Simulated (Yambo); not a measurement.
```
CELL_PARAMETERS angstrom
      3.65115     0.00000     0.00000
     -1.82557     3.16199     0.00000
      0.00000     0.00000     8.82903
ATOMIC_POSITIONS crystal
  O  0.55113 0.55113 0.00000
  O  0.44887 0.00000 0.33333
  O  0.00000 0.44887 0.66667
  Hg 0.23333 0.23333 0.50000
  Hg 0.76667 0.00000 0.83333
  Hg 0.00000 0.76667 0.16667
```

HgO (space group P3_121, No. 152): mean Im ε in 1 eV windows above the direct gap of 2.53 eV, for different electron-hole kernels (Yambo, broadening 0.15 eV, norm-conserving PBEsol (Quantum ESPRESSO, 84 Ry, no spin-orbit coupling) bands; 6×6×2 mesh, 17 valence and 6 conduction bands, static screening with 76 bands and a 3 Ry block, scissor 1.06 eV, Tamm-Dancoff; field along x).

```json
[
 {"window (eV)": "2.5 to 3.5", "independent quasiparticles": "0.8", "RPA (no attraction)": "0.7", "BSE": "2.4"},
 {"window (eV)": "3.5 to 4.5", "independent quasiparticles": "3.4", "RPA (no attraction)": "2.2", "BSE": "4.3"},
 {"window (eV)": "4.5 to 5.5", "independent quasiparticles": "5.5", "RPA (no attraction)": "3.9", "BSE": "4.6"},
 {"window (eV)": "5.5 to 6.5", "independent quasiparticles": "4.6", "RPA (no attraction)": "4.4", "BSE": "3.4"},
 {"window (eV)": "6.5 to 7.5", "independent quasiparticles": "3.9", "RPA (no attraction)": "3.4", "BSE": "4.9"}
]
```

This run doesn't resolve bound excitons or single peaks, so only averages are given, and they too depend on the mesh; weight that the attraction moves below the gap isn't listed. All transitions below 7.88 eV are in the band window. The scissor comes from a G0W0 run whose convergence isn't established.

Spin-orbit coupling is left out, which matters for elements this heavy: edges can move by tenths of an eV.

Geometry relaxed with PBE+D3(BJ).

The structure is a Materials Project entry; no match was found in the copy of COD used, and its stability was not checked.
